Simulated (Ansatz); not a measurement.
The relaxed structure here is a generated cell of Nb: the first start was made by placing the elements on the sites of a structure type, and the end was not matched to a known phase here, so it may be hypothetical. Known forms of Nb include space group No. 229.

A relaxed cell of Nb (Fm-3m (No. 225)), relaxed on a k-mesh at least as fine as the one used below. Calculation: r2SCAN (plane waves to 500 eV, PAW, scalar-relativistic; Ansatz, a first-principles code). Γ-centred k-mesh 7×13×13 on the run's cell (coarser than for final values), Fermi–Dirac smearing 0.05 eV.

```yaml
crystal:
  lattice:
    - [0.00000, 4.21239, 4.21239]
    - [2.10620, 0.00000, 2.10620]
    - [2.10620, 2.10620, 0.00000]
  atoms:
    - { symbol: Nb, position: [0.00000, 0.00000, 0.00000] }
    - { symbol: Nb, position: [0.50000, 0.00000, 0.00000] }
```

The atoms are displaced along an unstable phonon of this cell by (Å):

```json
[
 {"atom": "Nb1", "ux": "0.043", "uy": "-0.078", "uz": "0.121"},
 {"atom": "Nb2", "ux": "-0.043", "uy": "0.078", "uz": "-0.121"}
]
```

Q: What forces (eV/Å) and pressure result?

A: 
```csv
atom,Fx,Fy,Fz
Nb1,0.08,-0.14,0.25
Nb2,-0.08,0.14,-0.25
```

Pressure -0.4 GPa.

The undisplaced cell is probably no minimum: from this displacement the run went on to Im-3m (No. 229), 0.33 eV/atom below it.

No spin polarisation in the result.
